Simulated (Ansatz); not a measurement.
Cu₃Au:
```yaml
crystal:
  lattice:
    - [3.78083, 0.00000, 0.00000]
    - [0.00000, 3.78083, 0.00000]
    - [0.00000, 0.00000, 3.78083]
  atoms:
    - { symbol: Au, position: [0.00000, 0.00000, 0.00000] }
    - { symbol: Cu, position: [0.00000, 0.50000, 0.50000] }
    - { symbol: Cu, position: [0.50000, 0.00000, 0.50000] }
    - { symbol: Cu, position: [0.50000, 0.50000, 0.00000] }
```

Relaxed with PBE. Special points in fractions of this cell's reciprocal vectors: Γ (0.000, 0.000, 0.000); X (0.000, 0.500, 0.000); M (0.500, 0.500, 0.000); R (0.500, 0.500, 0.500).

### Question
List the band energies nearest the Fermi level at these points for DFT-PBE in the program Ansatz with PAW potentials.

### Answer
In eV from the Fermi level; about four levels below and three above (degenerate sets whole), none deeper than 8.9 eV; … stands for higher levels left out; points with the same levels are listed once.

```json
[
 {"k": "Γ", "below": "-1.50 -1.50 -1.50 -1.38 -1.38 -1.38", "above": "1.24 1.24 1.24"},
 {"k": "X", "below": "-1.96 -1.88 -1.50 -1.38", "above": "5.68 5.68 6.41 6.41"},
 {"k": "M", "below": "-2.09 -0.52 -0.52 -0.44", "above": "0.28 8.40 9.28 9.28"},
 {"k": "R", "below": "-1.04 -1.01 -1.01 -1.01", "above": "2.36 …"}
]
```

Space group Pm-3m (Cu3Au type). Symmetry was held in the PBE relaxation; of distortions, only those at the zone centre were tested. The run is not spin-polarised. Scalar-relativistic: spin–orbit coupling is off unless named, which matters more the heavier the elements.

Potentials: the later of the program's two PAW sets.
